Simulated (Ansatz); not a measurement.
The elements of this relaxed trial sheet are hidden behind letters. The sheet is periodic along a and b; c holds vacuum.

```
lattice vectors (Å)
   3.7477    0.0000    0.0000
  -1.8738    3.2456    0.0000
   0.0000    0.0000   29.9007
fractional positions
X 0.0000 0.0000 0.2972
Z 0.3333 0.6667 0.3485
Q 0.6667 0.3333 0.2536
```

All numbers below come from Ansatz, DFT PBE, scalar-relativistic, plane waves, PAW. The final run on the 3-atom cell used 420 eV, a Γ-centred 12×12×1 mesh, 0.10 eV smearing and collinear spin.

| Property | Result |
| --- | --- |
| Layer group | p3m1 (No. 69) |
| In-plane cell | a = 3.748 Å, b = 3.748 Å, γ = 120.0° |
| Area per atom | 4.05 Å² |
| Thickness between the outermost nuclei | 2.84 Å |
| Energy over the elements | −0.74 eV/atom |
| Gap on the 12×12×1 mesh of the 3-atom cell | 0 eV (a metal) |
| Net moment per atom | 1.33 μB |

Energies are uncorrected and count from the elements' standard states at the same level.

Question: X is a d-block element of period 4, Z is a p-block element of period 4 and Q is a p-block element of period 3. Which elements are they?

Answer: X = Cr, Z = Br, Q = Cl, so the formula is CrBrCl. Cr at height 1.30 Å has 3 Cl at 2.53 Å and 3 Br at 2.65 Å; Br at height 2.84 Å has 3 Cr at 2.65 Å; Cl at height 0.00 Å has 3 Cr at 2.53 Å. Other elements may fit the hints; this set was computed.

In such compounds of Cr a zero gap at this level may well be an artefact, since no Hubbard U is applied. Another magnetic order may lie lower. Symmetry constrained the relaxation, so the result can be a saddle point.
